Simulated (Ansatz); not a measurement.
According to plane-wave PAW PBEsol (Ansatz code), TaAl in the rock salt structure (Fm-3m) relaxes to a = 5.231 Å. Al has 6 nearest neighbours from 2.62 Å (octahedral). Its formation energy from the elements is 0.54 eV/atom, with no fitted shifts.

Electronic character: metallic (no gap). Gap from PBEsol with spin–orbit coupling: none (metallic).

The bulk modulus is 130 GPa. The relaxed-ion elastic constants in GPa are C11 = 352, C12 = 19.2, C44 = -4.3. The highest mode at Γ lies at 382 cm⁻¹.

The start of the workflow was typed in or built on a structure type; neither database checked (COD, Materials Project) lists it. Whether it is the stable phase at ambient conditions was not checked. Symmetry was held in the PBEsol relaxation. At this level the phase is mechanically unstable. No spin polarisation was allowed. Its formation energy is positive at this level, so the cell may be metastable or incomplete. As this level gives no gap, shear constants depend on the k-mesh and smearing (Fermi–Dirac, 0.1 eV here). As this level gives no gap, phonon frequencies hold no LO–TO term and depend on the k-mesh and smearing (Fermi–Dirac, 0.1 eV here). The references are the lowest solids computed at this level, not always the standard phases. Spin–orbit coupling is left out wherever it is not named.

Potentials: the later of the program's two PAW sets.
